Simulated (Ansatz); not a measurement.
## LiGa: all-electron results

```
CELL_PARAMETERS angstrom
0.00000 3.08450 3.08450
3.08450 0.00000 3.08450
3.08450 3.08450 0.00000
ATOMIC_POSITIONS crystal
Li 0.00000 0.00000 0.00000
Li 0.25000 0.25000 0.25000
Ga 0.50000 0.50000 0.50000
Ga 0.75000 0.75000 0.75000
```

Atoms are numbered in the order listed.

The cell is COD entry 1540165, as deposited and not checked against the literature; nothing was relaxed.

Methods: DFT, PBEsol, all-electron LAPW, scalar-relativistic (Ansatz 0.2.0); DFT, PBEsol, PAW with Ansatz's default frozen-core files, scalar-relativistic (Ansatz 0.2.0).

For LAPW: a Γ-centred 12×12×12 k mesh, Fermi–Dirac smearing of 0.05 eV, basis error target 0.5 meV/atom, no spin polarisation. PAW takes a cutoff of 420 eV at this cell (files made with PBE, cores remade for this functional). The Ansatz runs share mesh, smearing and spin set-up. Values come from LAPW unless marked.

```
Pressure at this cell                                                                                                  : -2.9 kbar
Band gap                                                                                                               : none: bands cross the Fermi level, a metal
Density of states at the Fermi level (0.2 eV bin)                                                                      : 0.31 states/eV per cell
Löwdin charges (with 0.11 e of the cell spilling out of the atomic basis, so their sizes and signs hang on that basis) : Li1 0.75, Ga3 -0.70 e
Bader charges (from the PAW run)                                                                                       : Li1 +0.83, Ga3 -0.83 e
Volume per atom                                                                                                        : 14.67 Å³
```
